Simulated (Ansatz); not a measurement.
# What DFT gives for BeNbF$_{6}$

```
CELL_PARAMETERS angstrom
0.00000 5.38087 0.00000
5.38087 0.00000 0.00000
2.69043 2.69043 -4.10495
ATOMIC_POSITIONS crystal
Nb 0.00000 0.00000 0.00000
Be 0.50000 0.50000 0.00000
F 0.24400 0.24400 0.00000
F 0.24400 0.75600 0.00000
F 0.75600 0.75600 0.00000
F 0.75600 0.24400 0.00000
F 0.21600 0.21600 0.56800
F 0.78400 0.78400 0.43200
```

Level: PBEsol, spin-orbit coupling; 420 eV; 5×5×5 Γ-centred mesh; fermi-dirac occupations (width 0.1 eV); Ansatz 0.2.0, fixed geometry.

Magnetic state (reached from a saved solution, and it need not be the lowest): Nb1 along (0.01, 0.01, -1.00).

**Forces.** The largest is on F7 (and as large on other atoms): 6.66 eV/Å, components (0.00, 0.00, 6.66). It makes 180° with the line to a nearest neighbour, Nb1 at 1.77 Å, pointing away from it.
**Charges.** Bader charges in e: Be +1.80, Nb +2.68, F -0.77 to -0.70. In the mean Nb gives up most and F takes most.
**Moments.** Nb1 0.72 μB of spin moment in Bader basins; net size 0.96 μB a cell.
**Stress.** The pressure is 15.3 GPa (compression positive), so with the atoms held at these fractions the cell would first expand; the forces are large, so a full relaxation may end otherwise. The principal stresses 11.6, 11.6, 22.7 GPa differ, so its shape would change too.
**Electronic structure.** It is a metal, with about 3.4 states/eV a cell as the mean within 0.25 eV of the Fermi level, mostly Nb d (66 %) and F p (21 %).
**Formation energy.** -2.48 eV an atom against the elements' usual phases (free molecules for gases, crystals otherwise, with no correction for O₂ or N₂), so it is bound against them; other compounds may still compete. Relaxing would lower it.

Origin: a known structure type with other elements, at an estimated volume, so it need not be a known compound. Caveats: the k mesh is coarse if the cell is a metal; atoms or cell far from equilibrium; the SCF threshold is loose for a stress.
